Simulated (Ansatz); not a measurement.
Starting cell, Ru (hcp, Mg type):

```xyz
2
Lattice="2.7046 0.0000 0.0000 -1.3523 2.3422 0.0000 0.0000 0.0000 4.2601" Properties=species:S:1:pos:R:3 pbc="T T T"
Ru     0.0000     1.5615     3.1951
Ru     1.3523     0.7807     1.0650
```

In this cell atom 1 (Ru, nearest neighbour Ru at 2.641 Å; its periodic images, 2.7 Å or more away, move with it) is moved by s along Cartesian z, unit vector (0.000, 0.000, 1.000); all other atoms and the cell stay fixed.

All values below come from r2SCAN (plane waves to 500 eV, PAW, scalar-relativistic; Ansatz, a program for electronic structure). k mesh 16×16×9 (Γ-centred), Fermi-Dirac smearing 0.05 eV. Energies are smeared free energies. With partly filled bands, energies and forces of such displacements shift with the k mesh and the smearing. Ru is run without spin polarisation. Ru was relaxed with its symmetry unable to fall. ΔE is measured from the undisplaced structure. The last digit holds for this mesh only.

```json
[
 {"s (Å)": "-0.530", "ΔE (meV/cell)": "2461.7"},
 {"s (Å)": "-0.424", "ΔE (meV/cell)": "1426.0"},
 {"s (Å)": "-0.318", "ΔE (meV/cell)": "733.4"},
 {"s (Å)": "-0.212", "ΔE (meV/cell)": "withheld"},
 {"s (Å)": "-0.106", "ΔE (meV/cell)": "70.0"},
 {"s (Å)": "0.000", "ΔE (meV/cell)": "0.0"},
 {"s (Å)": "0.106", "ΔE (meV/cell)": "70.0"},
 {"s (Å)": "0.212", "ΔE (meV/cell)": "withheld"},
 {"s (Å)": "0.318", "ΔE (meV/cell)": "733.4"},
 {"s (Å)": "0.424", "ΔE (meV/cell)": "1426.0"},
 {"s (Å)": "0.530", "ΔE (meV/cell)": "2461.7"}
]
```

Fit an even polynomial form (powers 2, 4, 6) to the given rows and predict ΔE at s = -0.212.

Least squares on the 9 given rows: ΔE = (6303)·s² + (9635)·s⁴ + (-3116)·s⁶, in meV/cell with s in Å; root-mean-square residual 1.03 meV/cell. At -0.212 the fit gives 302.5 meV/cell; the calculation gives 298.8 meV/cell, so the interpolation is off by 3.7 (+1.2 %). The quadratic term alone would give 283.3 meV/cell.

(A displaced cell: forces are minus the slopes of the energy, force constants its curvatures, and phonons follow from these.)
